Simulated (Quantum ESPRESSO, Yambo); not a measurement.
KSc2F7 (space group Cmmm, No. 65): one geometry, one set of PBEsol (Quantum ESPRESSO, PseudoDojo norm-conserving, 84 Ry, no spin-orbit coupling) orbitals, self-energies from Yambo (2×2×4 Γ-centred k mesh, bands 3 to 166 and a 6 Ry block in the screening, 166 bands in G with the Bruneval-Gonze terminator, plasmon pole fitted at 27.2 eV).

```
level                                                        gap Γ → (-0.5, -0.5, 0) (eV)  direct gap at (-0.5, -0.5, 0) (eV)
-----------------------------------------------------------  ----------------------------  ----------------------------------
PBEsol (Quantum ESPRESSO)                                                            5.87                                5.89
exchange only (Hartree-Fock self-energy on PBEsol orbitals)                           ___                                 ___
static COHSEX@PBEsol                                                                11.55                               11.65
G0W0@PBEsol, plasmon pole                                                             ___                                 ___
```

Task: Fill in the missing entries.

Result: 
- exchange only (Hartree-Fock self-energy on PBEsol orbitals), gap Γ → (-0.5, -0.5, 0) (eV): 21.57
- exchange only (Hartree-Fock self-energy on PBEsol orbitals), direct gap at (-0.5, -0.5, 0) (eV): 21.76
- G0W0@PBEsol, plasmon pole, gap Γ → (-0.5, -0.5, 0) (eV): 10.71
- G0W0@PBEsol, plasmon pole, direct gap at (-0.5, -0.5, 0) (eV): 10.77

Bare exchange has no screening and gives the widest gap; static COHSEX screens it but leaves out the frequency dependence, which G0W0 restores.

Nearest settings tried, and what they do to the gap: 115 bands in W, 115 bands in G: +87 meV; 1 Ry block (17 vectors against 241): +3060 meV. Not varied: mesh. So the settings aren't converged at that level.

Geometry of the Materials Project entry, not relaxed at this level; primitive cell a = b = 6.2243 Å, c = 4.0483 Å, α = β = 90.00°, γ = 116.57°.

The structure is a Materials Project entry; no match was found in the copy of COD used, and its stability was not checked.
